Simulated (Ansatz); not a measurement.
What DFT gives for Ta5Sb4

```
Ta Sb
1.0
     0.00000    0.00000    3.59429
     5.19266   -5.19266    1.79714
     5.19266    5.19266   -1.79714
Ta Sb
5 4
Direct
  0.00000 0.00000 0.00000
  0.31212 0.05866 0.68290
  0.37078 0.31710 0.05866
  0.68788 0.94134 0.31710
  0.62922 0.68290 0.94134
  0.05161 0.24427 0.34749
  0.29588 0.65251 0.24427
  0.94839 0.75573 0.65251
  0.70412 0.34749 0.75573
```

Method: r2SCAN, no spin polarisation; PAW, plane waves to 500 eV, 7×7×7 Γ-centred mesh, fermi-dirac occupations (width 0.1 eV) (Ansatz 0.2.0), atoms fixed.

Problem. Metal or insulator?

Solution. It is a metal, with about 3.2 states/eV a cell as the mean within 0.25 eV of the Fermi level, mostly Ta d (79 %) and Sb p (13 %).

Problem. Is it stable against the elements?

Solution. -0.20 eV an atom against the elements' usual phases (free molecules for gases, crystals otherwise, with no correction for O₂ or N₂), so it is bound against them; other compounds may still compete. Relaxing would lower it.

Problem. Is the cell too large or too small?

Solution. The pressure is -4.0 GPa (compression positive), so with the atoms held at these fractions the cell would first shrink.

Problem. Which atom feels the largest force, and which way?

Solution. The largest is on Sb6 (and as large on other atoms): 0.40 eV/Å, components (-0.39, 0.10, 0.00). It makes 92° with the line to a nearest neighbour, Ta2 at 2.82 Å.

Problem. Give the Bader charges.

Solution. Bader charges in e: Ta +0.38 to +0.69, Sb -0.79. In the mean Ta gives up most and Sb takes most.

Problem. What do density and ELF say about some of the short contacts?

Solution. Ta–Sb at 2.82 Å: least valence density 0.33 e/Å³ and ELF 0.33 there. Ta–Ta at 2.97 Å: least valence density 0.29 e/Å³ and ELF 0.43 there. These are pseudo-fields; inside the PAW spheres they differ from the all-electron ones.

Origin: a database entry at a rescaled volume.
